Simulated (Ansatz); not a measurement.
TaAgO3 in space group R-3c (No. 167; Ta on 6b, Ag on 6a, O on 18e), r²SCAN (plane waves, PAW; program Ansatz). The conduction-band minimum lies at F, with 3 equivalent valleys. Second derivatives d²E/dk² of the lowest band at one valley (eV·Å²), along Cartesian directions:

```csv
direction,d²E/dk²
[100],12.39
[010],18.85
[001],17.16
[110],10.02
[101],24.26
[011],23.49
```

Find the principal effective masses, the density-of-states mass and the conductivity mass.

Off-diagonal terms follow from H_xy = H[110] − (H_xx + H_yy)/2, and m*/mₑ = 7.620 eV·Å² over each eigenvalue: 0.31, 0.35, 5.1. One valley's DOS mass (m₁m₂m₃)^(1/3) = 0.81, conductivity mass 3/(Σ 1/mᵢ) = 0.47 mₑ.

What effective density of states Nc follows at 300 K for parabolic valleys?

Nc = 2.509e19 × 3 × (0.81)^(3/2) ≈ 5.5e19 cm⁻³.

The first step of the workflow began from a Materials Project structure, measured or hypothetical; the Crystallography Open Database copy checked does not list it. COD files the formula under space group No. 161. Whether it is the stable phase at ambient conditions was not checked. The r²SCAN relaxation kept the symmetry of its start; phonons show weakly imaginary modes. No spin polarisation was allowed. Spin–orbit coupling is left out wherever it is not named.

Potentials: the later of the program's two PAW sets.

Edges and masses are those of Kohn–Sham bands, whose gap is no quasiparticle gap.
